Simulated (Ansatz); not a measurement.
**Sn, first-principles data**

Sn:
```yaml
crystal:
  lattice:
    - [-1.62078, 1.62078, 2.52292]
    - [1.62078, -1.62078, 2.52292]
    - [1.62078, 1.62078, -2.52292]
  atoms:
    - { symbol: Sn, position: [0.00000, 0.00000, 0.00000] }
```

Space group I4/mmm (No. 139), body-centred tetragonal; conventional cell a = b = 3.242 Å, c = 5.046 Å, α = β = γ = 90.00°.

Method: plane-wave PAW PBEsol (Ansatz code). The cell and atoms are relaxed at this level. Other levels are named where they apply.

### Cell and energy

```
Item                 Result
---------------  ----------
Volume per atom    26.51 Å³
Density          7.44 g/cm³
```

### Electronic structure

```
Property                                                                    Result
------------------------------------  --------------------------------------------
Electronic character                                             metallic (no gap)
Density of states at the Fermi level  0.52 states/eV per atom (mean over ±0.08 eV)
Gap with spin–orbit coupling                                       none (metallic)
```

### Mechanics

```
Item                                                                                                    Value
-------------------------------------  ----------------------------------------------------------------------
Bulk modulus (Birch–Murnaghan fit)                                                                   55.3 GPa
Pressure derivative B′                                                                                    4.7
Elastic constants (relaxed ions, GPa)  C11 = 85.9, C12 = 29.2, C13 = 51.0, C33 = 60.7, C44 = 13.0, C66 = -2.3
Mechanical stability                                                   unstable (C has a negative eigenvalue)
```

This is a known high-pressure phase of the composition, computed here at zero pressure and temperature. The cell was relaxed with PBEsol under the symmetry of its start. As this level gives no gap, shear constants depend on the k-mesh and smearing (Fermi–Dirac, 0.1 eV here). Axis ratios of metals converge slowly with the k-mesh, so a and c are less sure than the volume. On the denser mesh and wider smearing of the elastic run this cell carries a stress of 0.4 GPa. Spin–orbit coupling is left out wherever it is not named.

Potentials: the earlier of the program's two PAW sets. The files were generated under PBE; for other functionals the program regenerates the frozen cores, and for LDA and PBEsol the local potential too.
